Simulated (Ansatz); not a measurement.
MnAs (zincblende structure)

Method: PBEsol, scalar-relativistic; collinear spin; PAW, 420 eV, Γ-centred 12×12×12 mesh, 0.05 eV Gaussian smearing; code Ansatz; PAW files: Ansatz's generated set soft_2.

```
CELL_PARAMETERS angstrom
0.00000 2.74844 2.74844
2.74844 0.00000 2.74844
2.74844 2.74844 0.00000
ATOMIC_POSITIONS crystal
Mn 0.00000 0.00000 0.00000
As 0.25000 0.25000 0.25000
```

The start was a prototype's sites filled with these elements. The Crystallography Open Database lists the compound in space group Pnma, so this is a trial structure.

Magnetic state: ferromagnetic, site spin moments Mn 3.12; As -0.13 μB.

Path: Γ–X–U | K–Γ–L–W–X, with Γ = (0.000, 0.000, 0.000), X = (-0.500, -0.500, 0.000), U = (-0.375, -0.375, 0.250), K = (-0.375, 0.000, 0.375), L = (0.000, 0.000, 0.500), W = (-0.500, -0.250, 0.250) in reciprocal vectors of the calculation's cell.

Is it a metal or an insulator, and if it has a gap, where are the band edges on this path?

A metal: bands cross the Fermi level.

Levels between -3 and 5 eV from the Fermi level at the path's named points:
```tsv
point	spin	below E_F (eV)	above E_F (eV)
Γ	up	-2.55 -2.55	3.14 3.14 3.14 3.60
Γ	down	-2.27 -2.27 -2.27	0.65 0.65 3.92 4.47 4.47 4.47
X	up	-2.93 -2.93 -2.47 -2.33 -1.81 -0.76 -0.76	3.89
X	down	-1.90 -1.90 -0.44	0.87 1.03 1.12 1.12
U and K	up	-2.68 -2.41 -1.81 -1.23 -0.03	4.71
U and K	down	-1.91 -0.30	0.66 0.76 1.51 1.84
L	up	-2.39 -2.39 -1.98	1.47 1.47 4.68
L	down	-2.05 -2.05	0.62 0.74 0.74 2.78 2.78
W	up	-2.94 -2.41 -2.16 -2.14 -1.55 -0.54	
W	down	-2.17 -0.41	0.36 1.00 1.20 2.04
```

The run wasn't fully tested for a lower electronic state. Site moments are of spin, integrated over atomic spheres. No antiparallel order was tried.
